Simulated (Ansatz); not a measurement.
## Mechanical response of YTe (Fm-3m)

```yaml
crystal:
  lattice:
    - [0.00000, 3.04000, 3.04000]
    - [3.04000, 0.00000, 3.04000]
    - [3.04000, 3.04000, 0.00000]
  atoms:
    - { symbol: Y, position: [0.50000, 0.50000, 0.50000] }
    - { symbol: Te, position: [0.00000, 0.00000, 0.00000] }
```

Unless marked otherwise, the numbers come from PBEsol, all-electron LAPW in Ansatz 0.2.0, scalar-relativistic. k mesh 12×12×12, Fermi-Dirac smearing of 0.080 eV, basis error target 1 meV/atom. The cell was relaxed by PAW under this functional.

The cell is cubic and carries a residual pressure of 0.03 GPa at this level. Each strain component that symmetry leaves independent is applied at ±0.008, the ions relax wherever a strain frees them, and the stress (tension positive, GPa) is read. Shears are engineering strains, γ = 2ε.

```tsv
strain	size	σxx	σyy	σzz	σyz	σxz	σxy
xx	-0.008	-1.5462	-0.1371	-0.1371	0.0000	0.0000	0.0000
xx	+0.008	1.3374	0.0730	0.0730	0.0000	0.0000	0.0000
yz	-0.008	-0.0318	-0.0330	-0.0330	-0.0731	0.0000	0.0000
yz	+0.008	-0.0318	-0.0330	-0.0330	0.0732	0.0000	0.0000
```

A central difference gives one constant, for example C11 ≈ (1.3374 − (-1.5462))/(0.016) = 180.2 GPa; the program then imposes the crystal's symmetry on the whole matrix.

Problem. What are the independent elastic constants?

Solution. C11 = 180.2, C12 = 13.1, C44 = 9.1 GPa.

Problem. Do they meet the Born conditions?

Solution. C11 − C12 = 167.1, C11 + 2C12 = 206.5 and C44 = 9.1 GPa must all be positive, so the crystal is elastically stable; that says nothing yet of its phonons.

Problem. What moduli does a random aggregate of grains have?

Solution. B = (C11 + 2C12)/3 = 68.8 GPa. G_V = (C11 − C12 + 3C44)/5 = 38.9 and G_R = 5(C11 − C12)C44/(4C44 + 3(C11 − C12)) = 14.2, so G_H = 26.6 GPa. Then E = 9BG/(3B + G) = 70.6 GPa, ν = (3B − 2G)/(6B + 2G) = 0.329 and B/G = 2.59, on the ductile side of Pugh's 1.75 (a rule of thumb).

Problem. With the density of 6.398 g/cm³, how fast does sound travel, and what Debye temperature follows?

Solution. 

```
direction  slow (m/s)  middle (m/s)  fast (m/s)
    [100]        1195          1195        5307
    [110]        1195          3614        4067
    [111]        3030          3030        3558
```

The mean of v⁻³ over directions and branches gives v_m = 1956 m/s and θ_D = (ħ/k_B) v_m (6π²n)^(1/3) = 192 K, n being atoms per volume. Young's modulus spans 26 to 178 GPa over directions, and the universal anisotropy index is 8.70.

Problem. How far do the constants move if PAW replaces LAPW in the same cell?

Solution. 

```json
{"constant": "C11", "LAPW (GPa)": "180.2", "PAW (GPa)": "180.1", "difference": "-0.1"}
{"constant": "C12", "LAPW (GPa)": "13.1", "PAW (GPa)": "13.2", "difference": "0.1"}
{"constant": "C44", "LAPW (GPa)": "9.1", "PAW (GPa)": "9.1", "difference": "0.0"}
```

Problem. What happens at 10 GPa (cell relaxed there)?

Solution. The volume falls to 0.8929 of its value, and C11 = 289.6, C12 = 19.0, C44 = 8.8 GPa (slopes of the stress), in this structure whether or not another phase takes over.

Keep in mind: responses of metals move with mesh and smearing; the frozen-core PAW files of the compared runs were fitted under PBE, their cores solved anew for this functional.
